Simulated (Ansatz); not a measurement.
La (hcp (Mg type), P6_3/mmc), a = b = 3.828 Å, c = 5.984 Å, α = β = 90.00°, γ = 120.00°.

Relaxed with r²SCAN.

### Question
Decompose the optical modes at the zone centre into irreducible representations, and say which are infrared and Raman allowed.

### Answer
Point group 6/mmm: Γ_opt = B1g + E2g. Infrared: none. Raman: E2g.

### Question
Assign frequencies (DFPT, r²SCAN (plane waves, PAW; program Ansatz)).

### Answer
E2g 37, B1g 68 cm⁻¹.

Subscripts of B labels follow the axes of the standard setting.

The workflow started from an entry of the Crystallography Open Database (COD). Its sites differ from those of the usual phase in this space group: another stacking or structure type. The cell was relaxed with r²SCAN under the symmetry of its start; its stability against distortions is not shown here. As this level gives no gap, phonon frequencies hold no LO–TO term and depend on the k-mesh and smearing (Fermi–Dirac, 0.1 eV here). Axis ratios of metals converge slowly with the k-mesh, so a and c are less sure than the volume. Scalar-relativistic: spin–orbit coupling is off unless named, which matters more the heavier the elements.

Potentials: the earlier of the program's two PAW sets. The files were generated under PBE; for other functionals the program regenerates the frozen cores, and for LDA and PBEsol the local potential too.
